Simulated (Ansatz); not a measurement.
HfRh3 in space group I4/mmm (No. 139; Rh on 2b, Rh on 4d, Hf on 2a) under volume change, plane-wave PAW PBEsol (Ansatz code), shape and atoms relaxed at each volume.

```json
[
 {"V (Å³/atom)": "14.010", "E − E(relaxed) (meV/atom)": "44.9", "P (GPa)": "17.05"},
 {"V (Å³/atom)": "14.457", "E − E(relaxed) (meV/atom)": "10.6", "P (GPa)": "7.80"},
 {"V (Å³/atom)": "14.904", "E − E(relaxed) (meV/atom)": "0.0", "P (GPa)": "0.00"},
 {"V (Å³/atom)": "15.352", "E − E(relaxed) (meV/atom)": "9.4", "P (GPa)": "-6.56"},
 {"V (Å³/atom)": "15.799", "E − E(relaxed) (meV/atom)": "35.7", "P (GPa)": "-12.09"}
]
```

Question: What does a third-order Birch–Murnaghan fit give for V₀, B₀ and B′?

Answer: V₀ = 14.90 Å³/atom, B₀ = 238 GPa, B′ = 4.7.

The cell is a constructed one: a structure type filled with these elements; neither database checked (COD, Materials Project) lists it. COD files the formula under space group No. 221. Its standing as an ambient phase is unchecked. Symmetry was held in the PBEsol relaxation; its stability against distortions is not shown here. No spin polarisation was allowed. Spin–orbit coupling is left out wherever it is not named.

Potentials: the earlier of the program's two PAW sets. The files were generated under PBE; for other functionals the program regenerates the frozen cores, and for LDA and PBEsol the local potential too.
